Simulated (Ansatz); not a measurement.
Geometry optimisation in Ansatz: input, command and trajectory.

```yaml
crystal:
  lattice:
    - [-1.4031849669, 1.4031849669, 3.4421881219]
    - [1.4031849669, -1.4031849669, 3.4421881219]
    - [1.4031849669, 1.4031849669, -3.4421881219]
  atoms:
    - { symbol: Ru, position: [0.0, 0.0, 0.0] }
    - { symbol: C, position: [0.665, 0.665, 0.0] }
    - { symbol: C, position: [0.335, 0.335, 0.0] }
basis:
  ecutwfc: 420
kpoints:
  mp_grid: { grid: [8, 8, 8] }
hamiltonian:
  xc: pbe
scf:
  occupations: { method: gaussian, width: 0.1 }
  lower_state_search: "off"
output:
  forces: true
  stress: true
  eigenvalues: true
relax:
  adjacent_minimum: "off"
  f_tol: 0.04
  max_steps: 70
  cell: { stress_tol: 0.4 }
```

```bash
ansatz run input.yaml --threads 1 --pin off --max-ram 2560MiB --backend cpu --events-out ev --progress --plain --runs-dir out
```

Theory: DFT PBE, scalar-relativistic, plane waves, PAW in Ansatz.

Of 6 frames 6 are shown, positions in Å and forces in eV/Å; the SCF threshold varies from step to step. Steps run on the plane waves of an earlier cell, with a Pulay correction in the pressure. The basis is chosen afresh for the last frame, the zero of the energies, and at times for earlier ones too; energy and pressure step there, also at an unchanged geometry.

```xyz
3
Lattice="-1.4032 1.4032 3.4422 1.4032 -1.4032 3.4422 1.4032 1.4032 -3.4422" Properties=species:S:1:pos:R:3:forces:R:3 pbc="T T T" step=1 free_energy_over_end_meV_per_atom=44.23 pressure_GPa=-12.96
Ru    0.0000    0.0000    0.0000    0.0000    0.0000    0.0000
C     0.0000    0.0000    4.5781    0.0000    0.0000    0.5067
C     0.0000    0.0000    2.3063    0.0000    0.0000   -0.5067
3
Lattice="-1.3871 1.3871 3.3513 1.3871 -1.3871 3.3513 1.3871 1.3871 -3.3513" Properties=species:S:1:pos:R:3:forces:R:3 pbc="T T T" step=2 free_energy_over_end_meV_per_atom=10.47 pressure_GPa=-0.76
Ru    0.0000    0.0000    0.0000    0.0000    0.0000    0.0000
C     0.0000    0.0000    4.4813    0.0000    0.0000    0.5156
C     0.0000    0.0000    2.2214    0.0000    0.0000   -0.5156
3
Lattice="-1.3838 1.3838 3.3164 1.3838 -1.3838 3.3164 1.3838 1.3838 -3.3164" Properties=species:S:1:pos:R:3:forces:R:3 pbc="T T T" step=3 free_energy_over_end_meV_per_atom=2.61 pressure_GPa=3.17
Ru    0.0000    0.0000    0.0000    0.0000    0.0000    0.0000
C     0.0000    0.0000    4.4707    0.0000    0.0000    0.1853
C     0.0000    0.0000    2.1620    0.0000    0.0000   -0.1853
3
Lattice="-1.3748 1.3748 3.3591 1.3748 -1.3748 3.3591 1.3748 1.3748 -3.3591" Properties=species:S:1:pos:R:3:forces:R:3 pbc="T T T" step=4 free_energy_over_end_meV_per_atom=-0.36 pressure_GPa=1.70
Ru    0.0000    0.0000    0.0000    0.0000    0.0000    0.0000
C     0.0000    0.0000    4.5596    0.0000    0.0000   -0.0444
C     0.0000    0.0000    2.1586    0.0000    0.0000    0.0444
3
Lattice="-1.3812 1.3812 3.3525 1.3812 -1.3812 3.3525 1.3812 1.3812 -3.3525" Properties=species:S:1:pos:R:3:forces:R:3 pbc="T T T" step=5 free_energy_over_end_meV_per_atom=-0.91 pressure_GPa=-0.10
Ru    0.0000    0.0000    0.0000    0.0000    0.0000    0.0000
C     0.0000    0.0000    4.5417    0.0000    0.0000    0.0255
C     0.0000    0.0000    2.1634    0.0000    0.0000   -0.0255
3
Lattice="-1.3812 1.3812 3.3525 1.3812 -1.3812 3.3525 1.3812 1.3812 -3.3525" Properties=species:S:1:pos:R:3:forces:R:3 pbc="T T T" step=6 free_energy_over_end_meV_per_atom=0.00 pressure_GPa=-0.21
Ru    0.0000    0.0000    0.0000    0.0000    0.0000    0.0000
C     0.0000    0.0000    4.5417    0.0000    0.0000    0.0254
C     0.0000    0.0000    2.1634    0.0000    0.0000   -0.0254
```

The start puts this composition into another compound's structure type, which needn't suit it. At the end the space group is I4/mmm (tolerance 0.05 Å).

Time: 11 s on 1 thread of Arm Neoverse V1, on a shared host, peak memory 0.3 GiB.

The k mesh is coarse.